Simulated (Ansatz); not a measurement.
AlBRu₃ (cubic perovskite, Pm-3m) under volume change, PBEsol (plane waves, PAW; program Ansatz), scaled uniformly.

```tsv
V (Å³/atom)	E − E(relaxed) (meV/atom)	P (GPa)
11.756	95.0	28.51
12.143	39.8	17.41
12.531	9.4	8.00
12.918	0.0	0.01
13.306	8.4	-6.77
13.694	31.9	-12.52
14.081	68.2	-17.38
```

Task: What does a third-order Birch–Murnaghan fit give for V₀, B₀ and B′?

Result: V₀ = 12.92 Å³/atom, B₀ = 245 GPa, B′ = 4.5.

The start of the workflow was typed in or built on a structure type; neither database checked (COD, Materials Project) lists it. Whether it is the stable phase at ambient conditions was not checked. The cell was relaxed with PBEsol under the symmetry of its start. At this level the phase is dynamically unstable (imaginary phonons). No spin polarisation was allowed. The volume moved by -16 % from the start of the relaxation.

Potentials: the later of the program's two PAW sets.
